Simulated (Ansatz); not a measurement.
Property card for W

W:
```yaml
crystal:
  lattice:
    - [0.00000, 2.00922, 2.00922]
    - [2.00922, 0.00000, 2.00922]
    - [2.00922, 2.00922, 0.00000]
  atoms:
    - { symbol: W, position: [0.00000, 0.00000, 0.00000] }
```

Space group Fm-3m (No. 225), fcc (Cu type); conventional cell a = b = c = 4.018 Å, α = β = γ = 90.00°.

Method: DFT-r²SCAN in the program Ansatz with PAW potentials. Structure relaxed to zero pressure with the same functional. Other levels are named where they apply.

**Cell and energy**

| Property | Result |
|---|---|
| Volume per atom | 16.22 Å³ |
| Density | 18.82 g/cm³ |

**Electronic structure**

| Item | Value |
|---|---|
| Electronic character | metallic (no gap) |
| Density of states at the Fermi level | 1.3 states/eV per atom (mean over ±0.08 eV) |
| Gap with spin–orbit coupling | none (metallic) |

**Mechanics**

| Item | Value |
|---|---|
| Bulk modulus (Birch–Murnaghan fit) | 295 GPa |
| Pressure derivative B′ | 3.7 |
| Elastic constants (relaxed ions, GPa) | C11 = 25.9, C12 = 432, C44 = -179 |
| Mechanical stability | unstable (C has a negative eigenvalue) |

A made-up cell: these elements were put on the sites of a structure type; the Crystallography Open Database files this formula in space group No. 225, but the cells were not matched. It is not the phase usual at ambient conditions (space group No. 229). Symmetry was held in the r²SCAN relaxation. The run is not spin-polarised. As this level gives no gap, shear constants depend on the k-mesh and smearing (Fermi–Dirac, 0.1 eV here). Spin–orbit coupling is left out wherever it is not named.

Potentials: the later of the program's two PAW sets.
